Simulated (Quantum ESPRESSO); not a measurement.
In6NbTa, a curve over strain

A calculation, not a measurement. The program is pw.x of Quantum ESPRESSO 7.5 (plane-wave density functional theory). The cell is made up: eight metal atoms on a hexagonal close-packed lattice, with elements, volume, strain and displacements drawn at random and not relaxed, so it may be unstable or far from any real phase. PseudoDojo standard norm-conserving files set the functional (PBE unless stated); there is no spin polarisation or spin-orbit coupling, the Fermi-Dirac width of 0.25 eV means electrons at about 2900 K, and the masses in the input are unused placeholders. Heavy elements are run without spin-orbit coupling, which real alloys of them have. A spin test at this wide smearing found no moment, but such smearing suppresses magnetism that the real alloy may have.

Seven runs add a strain to one cell (shear xy, as the tensor component); the atoms follow the cell and are not relaxed. Stress in the table is positive in tension.

Input of the run at -0.0020:

```
&control calculation='scf', pseudo_dir='./dojo.nc.sr.pbe.v0_5.standard.upf', outdir='./o', disk_io='minimal', tprnfor=.true., tstress=.true. /
&system ibrav=0, nat=8, ntyp=3, nbnd=62, ecutwfc=82.02448710, nosym=.true., tot_charge=0,
 occupations='smearing', smearing='fd', degauss=0.0183746611
/
&electrons conv_thr=1.470e-08, electron_maxstep=70, mixing_beta=0.5 /
ATOMIC_SPECIES
In 1.0 In.upf
Nb 1.0 Nb.upf
Ta 1.0 Ta.upf
CELL_PARAMETERS angstrom
-3.1246 0.0062 0.0
-0.0108 5.4119 0.0
1.5677 -2.7091 -10.4588
ATOMIC_POSITIONS angstrom
In -0.0495 0.1211 0.0815
In -0.0859 1.749 -2.7261
In -0.0324 0.0569 -5.1976
Nb 0.0785 1.8807 -7.7731
Ta -1.6375 2.6746 0.0277
In -1.5187 4.3823 -2.6729
In -1.587 2.7234 -5.2398
In -1.4707 -0.9122 -7.9165
K_POINTS automatic
8 5 3 1 1 1
```

```
added strain  free energy less that of the input shown (eV)  stress xx (GPa)  stress yy (GPa)  stress zz (GPa)  stress xy (GPa)  pressure (GPa)  iterations
     -0.0174                                         0.0222            -1.21            -2.80            -2.22            -0.94            2.08          16
     -0.0146                                         0.0164            -1.19            -2.74            -2.20            -0.82            2.04          14
     -0.0043                                         0.0020            -1.14            -2.62            -2.12            -0.41            1.96          14
     -0.0020                                         0.0000            -1.14            -2.61            -2.10            -0.33            1.95          14
     +0.0023                                        -0.0021            -1.13            -2.61            -2.07            -0.17            1.94          14
     +0.0122                                        -0.0013            -1.13            -2.70            -2.00             0.22            1.94          14
     +0.0240                                         0.0122            -1.18            -2.97            -1.92             0.76            2.02          14
```

A cubic fit gives a slope of stress xy against the added strain of 38 GPa at zero added strain, with the atoms clamped. Across the table the energy follows the integral of volume times stress to 0.3 meV. A rerun of one of the cells at a higher cutoff and on a denser mesh moved values by no more than 0.009 eV in energy, 0.24 GPa in stress and 0.019 eV/Å in force, and a second program with other atomic files agreed on that cell to 2 % rms in force and 0.5 GPa in pressure.